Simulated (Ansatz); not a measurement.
PtS2:
```
PtS2
1.0
    1.71723     0.99144     4.88829
   -1.71723     0.99144     4.88829
    0.00000    -1.98288     4.88829
Pt S
1 2
Direct
  0.00240   0.00240   0.00240
  0.76064   0.76064   0.76064
  0.57026   0.57026   0.57026
```

Relaxed with LDA. Special points in fractions of this cell's reciprocal vectors: Γ (0.000, 0.000, 0.000); T (0.500, 0.500, 0.500); H2 (0.806, 0.194, 0.500); H0 (0.500, -0.194, 0.194); L (0.500, 0.000, 0.000); S0 (0.347, -0.347, 0.000); S2 (0.653, 0.000, 0.347); F (0.500, 0.000, 0.500).

Task: List the band energies nearest the Fermi level at these points for LDA in the plane-wave PAW code Ansatz.

Result: In eV from the Fermi level; about four levels below and three above (degenerate sets whole), none deeper than 8.9 eV; points with the same levels are listed once.

| k | below | above |
|---|---|---|
| Γ | -4.97 -4.97 -2.89 -0.53 -0.53 | 0.55 0.87 0.87 |
| T | -3.31 -1.92 -0.11 -0.11 | 0.45 0.45 3.48 |
| H2 | -3.69 -3.18 -2.73 -0.79 | 0.22 1.47 4.95 |
| L | -3.23 -2.52 -2.18 -1.46 | 0.21 1.12 3.43 |
| S0 | -3.50 -3.26 -3.16 -0.73 | 0.16 1.54 4.58 |
| F | -3.71 -2.78 -2.27 -2.19 | 0.30 2.01 4.54 |

Space group R3m. A made-up cell: these elements were put on the sites of a structure type; neither database checked (COD, Materials Project) lists it. COD files the formula under space group No. 164. Whether it is the stable phase at ambient conditions was not checked. The LDA relaxation kept the symmetry of its start; its stability against distortions is not shown here. The run is not spin-polarised. A crystal of weakly bound layers computed without a dispersion correction: the cell and the soft elastic constants depend strongly on that. Scalar-relativistic: spin–orbit coupling is off unless named, which matters more the heavier the elements.

Potentials: the earlier of the program's two PAW sets. The files were generated under PBE; for other functionals the program regenerates the frozen cores, and for LDA and PBEsol the local potential too.
